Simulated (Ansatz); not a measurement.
YPt3:
```yaml
crystal:
  lattice:
    - [-2.03543, 2.03543, 4.22797]
    - [2.03543, -2.03543, 4.22797]
    - [2.03543, 2.03543, -4.22797]
  atoms:
    - { symbol: Pt, position: [0.50000, 0.50000, 0.00000] }
    - { symbol: Pt, position: [0.75000, 0.25000, 0.50000] }
    - { symbol: Pt, position: [0.25000, 0.75000, 0.50000] }
    - { symbol: Y, position: [0.00000, 0.00000, 0.00000] }
```

Relaxed with r²SCAN. Special points in fractions of this cell's reciprocal vectors: Γ (0.000, 0.000, 0.000); X (0.000, 0.000, 0.500); P (0.250, 0.250, 0.250); N (0.000, 0.500, 0.000); M (0.500, 0.500, -0.500); S (0.308, 0.692, -0.308); S0 (-0.308, 0.308, 0.308); R (-0.116, 0.116, 0.500); G (0.500, 0.500, -0.116).

List the band energies nearest the Fermi level at these points for plane-wave PAW r²SCAN (Ansatz code).

In eV from the Fermi level; about four levels below and three above (degenerate sets whole), none deeper than 8.9 eV; points with the same levels are listed once.

```csv
k,below,above
Γ,-1.57 -1.57 -1.44 -0.59,0.75 2.78 2.81
X,-1.51 -1.31 -0.74 -0.15,0.85 1.57 2.25
P,-1.25 -1.25 -1.15 -0.57 -0.25,2.15 2.15 3.34 3.34
N,-1.77 -1.60 -1.57 -0.33,0.14 0.79 2.74
M,-0.54 -0.51 -0.51 -0.14,0.75 3.36 3.36
S,-1.46 -1.45 -0.60 -0.25,0.37 3.02 4.61
R,-1.07 -0.88 -0.79 -0.66,0.15 0.86 2.28
```

Space group I4/mmm. The cell is a constructed one: a structure type filled with these elements; neither database checked (COD, Materials Project) lists it. COD files the formula under space group No. 221. Its standing as an ambient phase is unchecked. The r²SCAN relaxation kept the symmetry of its start; whether a distortion lowers the energy is not shown. The run is not spin-polarised. Scalar-relativistic: spin–orbit coupling is off unless named, which matters more the heavier the elements.

Potentials: the earlier of the program's two PAW sets.
